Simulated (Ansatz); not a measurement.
TcIr in space group P-6m2 (No. 187; Tc on 1a, Ir on 1d), DFT-PBE in the program Ansatz with PAW potentials, all energies at zero smearing, with the estimated change up to a 700 eV cutoff added, with one set of potentials and settings (totals compare only within such a set). Cell of 2 atoms (1 Tc, 1 Ir): -17333.795 eV.

```csv
element,reference phase,E (eV/atom)
Tc,"P6_3/mmc, 2 atoms in the cell",-5398.0458
Ir,"Fm-3m, 1 atoms in the cell",-11935.3137
```

Formation energy per atom, worked out: (-17333.795 − 1×(-5398.0458) − 1×(-11935.3137))/2 = -0.218 eV/atom (-21 kJ per mol of atoms), at 0 K, without zero-point energy or fitted corrections.

The workflow started from a Materials Project entry (that database holds measured and hypothetical structures alike); the Crystallography Open Database copy checked does not list it. With Tc and Ir taken as one species the cell has the higher symmetry P6_3/mmc, so it may be an ordered model of a mixed-site phase. Its standing as an ambient phase is unchecked. The cell was relaxed with PBE under the symmetry of its start; its stability against distortions is not shown here. No spin polarisation was allowed. The references are the lowest solids computed at this level, not always the standard phases. Scalar-relativistic: spin–orbit coupling is off unless named, which matters more the heavier the elements.

Potentials: the later of the program's two PAW sets.
